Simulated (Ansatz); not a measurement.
VIr (L1₀ or tetragonal B2, P4/mmm) under volume change, DFT-PBEsol in the program Ansatz with PAW potentials, shape and atoms relaxed at each volume.

```
V (Å³/atom)  E − E(relaxed) (meV/atom)  P (GPa)
-----------  -------------------------  -------
12.235                             [?]      [?]
12.639                            50.9    21.37
13.042                            12.0     9.81
13.445                             0.0     0.00
13.849                             [?]      [?]
14.252                            40.7   -15.32
14.655                            86.9   -21.24
```

**Question.** Some entries are withheld; supply them.

**Answer.** 
- 13.849, E − E(relaxed) (meV/atom): 10.7
- 13.849, P (GPa): -8.30
- 12.235, E − E(relaxed) (meV/atom): 121.4
- 12.235, P (GPa): 35.01

**Question.** What does a third-order Birch–Murnaghan fit give for V₀, B₀ and B′?

**Answer.** V₀ = 13.45 Å³/atom, B₀ = 300 GPa, B′ = 4.5.

The workflow started from an entry of the Crystallography Open Database (COD), which files this formula under 2 space groups. Whether it is the stable phase at ambient conditions was not checked. The PBEsol relaxation kept the symmetry of its start; whether a distortion lowers the energy is not shown. The workflow began spin-polarised and lost its moments. Spin–orbit coupling is left out wherever it is not named.

Potentials: the later of the program's two PAW sets.
